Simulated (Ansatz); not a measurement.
BeS in space group C2/c (No. 15; Be on 4d, S on 4e), DFT-PBE in the program Ansatz with PAW potentials, all energies at zero smearing, with the estimated change up to a 700 eV cutoff added, with one set of potentials and settings (totals compare only within such a set). Cell of 4 atoms (2 Be, 2 S): -1991.684 eV.

```tsv
element	reference phase	E (eV/atom)
Be	P6_3/mmc, 2 atoms in the cell	-92.7620
S	Fddd, 32 atoms in the cell	-902.0599
```

Formation energy per atom, worked out: (-1991.684 − 2×(-92.7620) − 2×(-902.0599))/4 = -0.510 eV/atom (-49 kJ per mol of atoms), at 0 K, without zero-point energy or fitted corrections.

The cell is a constructed one: a structure type filled with these elements; neither database checked (COD, Materials Project) lists it. COD files the formula under space group No. 216, so this cell is another polymorph or a model. Whether it is the stable phase at ambient conditions was not checked. The PBE relaxation kept the symmetry of its start; its stability against distortions is not shown here. The references are the lowest solids computed at this level, not always the standard phases.

Potentials: the later of the program's two PAW sets.
